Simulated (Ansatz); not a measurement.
## Notes on LaBeGe3

```
Be Ge La
1.0
     3.07171    1.77345    4.94482
    -3.07171    1.77345    4.94482
     0.00000   -3.54690    4.94481
Be Ge La
2 6 2
Direct
  0.00000 0.00000 0.00000
  0.50000 0.50000 0.50000
  0.74350 0.75650 0.25000
  0.25000 0.74350 0.75650
  0.75650 0.25000 0.74350
  0.25650 0.24350 0.75000
  0.75000 0.25650 0.24350
  0.24350 0.75000 0.25650
  0.25000 0.25000 0.25000
  0.75000 0.75000 0.75000
```

Level: PBE, no spin polarisation; 420 eV; 7×7×7 Γ-centred mesh; gaussian occupations (width 0.1215 eV); Ansatz 0.2.0, fixed geometry.

(1) What happens at the Fermi level?

(2) What does the stress say?

(3) How is the charge shared?

(4) Is it stable against the elements?

(5) Where is the largest force?

Origin: a known structure type with other elements, at an estimated volume, so it need not be a known compound. Caveats: atoms or cell far from equilibrium; f levels without a U or exact exchange are poorly placed.

## Answers

(1) It is a metal, with about 4.3 states/eV a cell as the mean within 0.25 eV of the Fermi level, mostly Ge p (55 %), La d (18 %) and La f (12 %).

(2) The pressure is 22.3 GPa (compression positive), so with the atoms held at these fractions the cell would first expand.

(3) Bader charges in e: La +1.17, Be +1.41, Ge -0.86. In the mean Be gives up most and Ge takes most.

(4) 0.11 eV an atom against the elements' usual phases (free molecules for gases, crystals otherwise, with no correction for O₂ or N₂), so at this geometry it isn't bound against them. Relaxing would lower it.

(5) The largest is on Ge6 (and as large on other atoms): 0.16 eV/Å, components (-0.16, 0.00, 0.00). It makes 89° with the line to a nearest neighbour, Be1 at 2.16 Å.
